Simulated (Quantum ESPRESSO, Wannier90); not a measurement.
## CO₂ (Cmce), plane waves to Wannier functions

```
CO2
1.0
    2.63591    -2.38738     0.00000
    2.63591     2.38738     0.00000
    0.00000     0.00000     6.58717
C O
2 4
Direct
  0.00000   0.00000   0.00000
  0.50000   0.50000   0.50000
  0.80651   0.19349   0.89184
  0.19349   0.80651   0.10816
  0.69349   0.30651   0.39184
  0.30651   0.69349   0.60816
```

Structure: Materials Project mp-1077906, symmetrised, not relaxed again. Not found in the COD (Crystallography Open Database) copy used, which has the formula in other groups; not checked further. Level: PBEsol, no spin polarisation, no spin-orbit coupling; pw.x of Quantum ESPRESSO at 68 Ry with PseudoDojo potentials, 6×6×4 k-points, Wannier90. Density: 10×10×6 mesh, cold smearing 0.01 Ry. The cell is built of weakly bound layers, chains or molecules. Database cells relaxed without dispersion often hold them too far apart, which can enlarge gaps and weakens couplings between them; spacing and stacking were not compared with the measured crystal.

Functional, cutoff and mesh named above are those of the base row (68); the first column says what each row takes instead. Model: 16 functions from bands 1-16, start SCDM (isolated) (the valence bands). Energies are relative to the valence-band maximum; the misfit is to pw.x on a path, for all bands of the set. Only the plane-wave cutoff changes (density cutoff four times as high). Ω_total can sit in another minimum from row to row; Ω_I of an isolated set cannot.

```tsv
ecutwfc (Ry)	Ω_I (Å²)	Ω_total (Å²)	rms misfit (meV)	gap (eV)	ΔE to highest cutoff (meV/atom)	plane waves a k-point, about (cost)	rough cost of nscf and overlaps (first row = 1)
34	7.93	9.44	12	5.868	3418.9	1900	1.0
42	7.71	9.20	4.9	6.302	1319.6	2600	1.3
51	?	9.11	1.6	?	?	3400	1.6
68	7.60	9.08	0.1	6.581	19.3	5300	2.4
84	7.59	9.08	0.0	6.582	0.4	7300	3
105	7.59	9.08	0.0	6.582	0.0	10000	4
```

Problem. Complete the blanks.

Solution. 
- 51, Ω_I (Å²): 7.62
- 51, gap (eV): 6.555
- 51, ΔE to highest cutoff (meV/atom): 400.0
